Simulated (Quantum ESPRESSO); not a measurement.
# Ta6IrIn: input and log of a self-consistent run

Computed values, not a measurement. The program is pw.x of Quantum ESPRESSO 7.5 (plane-wave density functional theory). The cell is made up: eight metal atoms on a face-centred cubic lattice, with elements, volume, strain and displacements drawn at random and not relaxed, so it may be unstable or far from any real phase. PseudoDojo standard norm-conserving files set the functional (PBE unless stated); there is no spin polarisation or spin-orbit coupling, the Fermi-Dirac width of 0.25 eV means electrons at about 2900 K, and the masses in the input are unused placeholders. Heavy elements are run without spin-orbit coupling, which real alloys of them have. A spin test at this wide smearing found no moment, but such smearing suppresses magnetism that the real alloy may have.

Input:

```
&control calculation='scf', pseudo_dir='./dojo.nc.sr.pbe.v0_5.standard.upf', outdir='./o', disk_io='medium', tprnfor=.true., tstress=.true. /
&system ibrav=0, nat=8, ntyp=3, nbnd=71, ecutwfc=69.97070942, nosym=.true., tot_charge=0,
 occupations='smearing', smearing='fd', degauss=0.0183746611
/
&electrons conv_thr=1.470e-08, electron_maxstep=70, mixing_beta=0.5 /
ATOMIC_SPECIES
In 1.0 In.upf
Ir 1.0 Ir.upf
Ta 1.0 Ta.upf
CELL_PARAMETERS angstrom
0.0 2.1066 2.1066
-4.2132 2.1066 -2.1066
-4.2132 -6.3198 6.3198
ATOMIC_POSITIONS angstrom
Ta 0.0587 0.0045 0.0579
Ir -4.1964 -4.2929 4.1418
Ta -4.2319 -2.0975 2.085
Ta -4.2312 0.0135 0.0152
Ta -2.1238 -2.1358 4.2476
In -2.0936 0.0091 2.0887
Ta -2.1568 2.1585 0.0034
Ta -6.3338 -2.0943 4.2262
K_POINTS automatic
8 5 3 1 1 1
```

The log is shortened where brackets say so; the opening notice, blank lines, dates and the lines on written files are dropped, and the path of the files is cut. It prints rydbergs, bohrs and kilobars, and counts compression as positive stress. Its total energy is the free energy E - TS of the whole cell.

```
     Program PWSCF v.7.5
     Parallel version (MPI & OpenMP), running on       1 processor cores
     Number of MPI processes:                 1
     Threads/MPI process:                     1
     [start-up lines left out]
     bravais-lattice index     =            0
     lattice parameter (alat)  =       5.6298  a.u.
     unit-cell volume          =    1009.3989 (a.u.)^3
     number of atoms/cell      =            8
     number of atomic types    =            3
     number of electrons       =       108.00
     number of Kohn-Sham states=           71
     kinetic-energy cutoff     =      69.9707  Ry
     charge density cutoff     =     279.8828  Ry
     scf convergence threshold =      1.5E-08
     mixing beta               =       0.5000
     number of iterations used =            8  plain     mixing
     Exchange-correlation= PBE
                           (   1   4   3   4   0   0   0)
     [axes and pseudopotential details left out]
   Cartesian axes
     site n.     atom                  positions (alat units)
         1        Ta     tau(   1) = (   0.0197034   0.0015105   0.0194349  )
         2        Ir     tau(   2) = (  -1.4085744  -1.4409659   1.3902473  )
         3        Ta     tau(   3) = (  -1.4204905  -0.7040523   0.6998565  )
         4        Ta     tau(   4) = (  -1.4202555   0.0045314   0.0051021  )
         5        Ta     tau(   5) = (  -0.7128802  -0.7169081   1.4257604  )
         6        In     tau(   6) = (  -0.7027432   0.0030545   0.7010984  )
         7        Ta     tau(   7) = (  -0.7239570   0.7245277   0.0011413  )
         8        Ta     tau(   8) = (  -2.1260196  -0.7029781   1.4185772  )
     number of k points=    60  Fermi-Dirac smearing, width (Ry)=  0.0184
                       cart. coord. in units 2pi/alat
        k(    1) = (  -0.0824958   0.0324091   0.0559793), wk =   0.0333333
        k(    2) = (   0.0353553   0.1502602  -0.0618718), wk =   0.0333333
     [further k points left out]
     Dense  grid:    79617 G-vectors     FFT dimensions: (  30,  54, 100)
     Estimated max dynamical RAM per process >     150.83 MB
     Initial potential from superposition of free atoms
     starting charge     107.9905, renormalised to     108.0000
     Starting wfcs are   79 randomized atomic wfcs
     total cpu time spent up to now is       23.9 secs
     per-process dynamical memory:    89.7 Mb
     Self-consistent Calculation
     iteration #  1     ecut=    69.97 Ry     beta= 0.50
     Davidson diagonalization with overlap
     ethr =  1.00E-02,  avg # of iterations =  2.3
     Threshold (ethr) on eigenvalues was too large:
     Diagonalizing with lowered threshold
     Davidson diagonalization with overlap
     ethr =  2.35E-04,  avg # of iterations =  6.0
     total cpu time spent up to now is      173.6 secs
     total energy              =   -1144.41793477 Ry
     estimated scf accuracy    <       0.29919142 Ry
     iteration #  2     ecut=    69.97 Ry     beta= 0.50
     Davidson diagonalization with overlap
     ethr =  2.77E-04,  avg # of iterations =  2.2
     total cpu time spent up to now is      242.9 secs
     total energy              =   -1144.38967085 Ry
     estimated scf accuracy    <       0.26186194 Ry
     iteration #  3     ecut=    69.97 Ry     beta= 0.50
     Davidson diagonalization with overlap
     ethr =  2.42E-04,  avg # of iterations =  5.1
     total cpu time spent up to now is      310.9 secs
     total energy              =   -1144.26437147 Ry
     estimated scf accuracy    <       4.14223427 Ry
     iteration #  4     ecut=    69.97 Ry     beta= 0.50
     Davidson diagonalization with overlap
     ethr =  2.42E-04,  avg # of iterations =  4.3
     total cpu time spent up to now is      370.2 secs
     total energy              =   -1144.43683583 Ry
     estimated scf accuracy    <       0.41681976 Ry
     iteration #  5     ecut=    69.97 Ry     beta= 0.50
     Davidson diagonalization with overlap
     ethr =  2.42E-04,  avg # of iterations =  2.0
     total cpu time spent up to now is      427.8 secs
     total energy              =   -1144.45619178 Ry
     estimated scf accuracy    <       0.11830004 Ry
     [iterations 6 to 12 left out]
     iteration # 13     ecut=    69.97 Ry     beta= 0.50
     Davidson diagonalization with overlap
     ethr =  6.95E-10,  avg # of iterations =  2.4
     total cpu time spent up to now is      891.1 secs
     total energy              =   -1144.47186409 Ry
     estimated scf accuracy    <       0.00000038 Ry
     iteration # 14     ecut=    69.97 Ry     beta= 0.50
     Davidson diagonalization with overlap
     ethr =  3.50E-10,  avg # of iterations =  1.9
     total cpu time spent up to now is      940.1 secs
     total energy              =   -1144.47186409 Ry
     estimated scf accuracy    <       0.00000099 Ry
     iteration # 15     ecut=    69.97 Ry     beta= 0.50
     Davidson diagonalization with overlap
     ethr =  3.50E-10,  avg # of iterations =  1.1
     total cpu time spent up to now is      987.8 secs
     total energy              =   -1144.47186412 Ry
     estimated scf accuracy    <       0.00000030 Ry
     iteration # 16     ecut=    69.97 Ry     beta= 0.50
     Davidson diagonalization with overlap
     ethr =  2.82E-10,  avg # of iterations =  2.1
     total cpu time spent up to now is     1048.1 secs
     total energy              =   -1144.47186410 Ry
     estimated scf accuracy    <       0.00000093 Ry
     iteration # 17     ecut=    69.97 Ry     beta= 0.50
     Davidson diagonalization with overlap
     ethr =  2.82E-10,  avg # of iterations =  1.3
     total cpu time spent up to now is     1100.5 secs
     End of self-consistent calculation
     [lines on levels left out]
!    total energy              =   -1144.47186415 Ry
     estimated scf accuracy    <          7.1E-09 Ry
     smearing contrib. (-TS)   =      -0.12054663 Ry
     internal energy E=F+TS    =   -1144.35131752 Ry
     The total energy is F=E-TS. E is the sum of the following terms:
     one-electron contribution =    -199.91544635 Ry
     hartree contribution      =     156.78501570 Ry
     xc contribution           =    -261.11620546 Ry
     ewald contribution        =    -840.10468141 Ry
     convergence has been achieved in  17 iterations
     Forces acting on atoms (cartesian axes, Ry/au):
     atom    1 type  3   force =    -0.03219827    0.01557346   -0.01928890
     atom    2 type  2   force =    -0.00388949    0.00563081    0.00714676
     atom    3 type  3   force =     0.01036700   -0.01029968    0.01080404
     atom    4 type  3   force =     0.00007252   -0.00721343    0.00499139
     atom    5 type  3   force =    -0.04170507   -0.00633932    0.00104156
     atom    6 type  1   force =    -0.00725487    0.00144742    0.00469432
     atom    7 type  3   force =     0.06590775    0.00299178   -0.00576114
     atom    8 type  3   force =     0.00870042   -0.00179103   -0.00362802
     Total force =     0.092151     Total SCF correction =     0.000420
     Computing stress (Cartesian axis) and pressure
          total   stress  (Ry/bohr**3)                   (kbar)     P=      -35.07
  -0.00023829  -0.00000727  -0.00001226          -35.05       -1.07       -1.80
  -0.00000727  -0.00024236  -0.00003426           -1.07      -35.65       -5.04
  -0.00001226  -0.00003426  -0.00023463           -1.80       -5.04      -34.52
     init_run     :     22.61s CPU     23.82s WALL (       1 calls)
     electrons    :   1009.95s CPU   1076.56s WALL (       1 calls)
     forces       :     10.46s CPU     10.55s WALL (       1 calls)
     stress       :     38.74s CPU     39.72s WALL (       1 calls)
     [timing details left out]
     PWSCF        :  18m 1.99s CPU  19m11.30s WALL
     JOB DONE.
```

In other units: free energy -15571.333 eV for the cell, pressure -3.51 GPa, largest force component 1.695 eV/Å in size. The run took 1152 s of wall time with one process on a shared machine (AMD EPYC, Zen 5, virtual cores), so the time is rough. A rerun of this cell at a higher cutoff and on a denser mesh moved values by no more than 0.005 eV in energy, 0.04 GPa in stress and 0.004 eV/Å in force, and a second program with other atomic files agreed on that cell to 2 % rms in force and 0.5 GPa in pressure.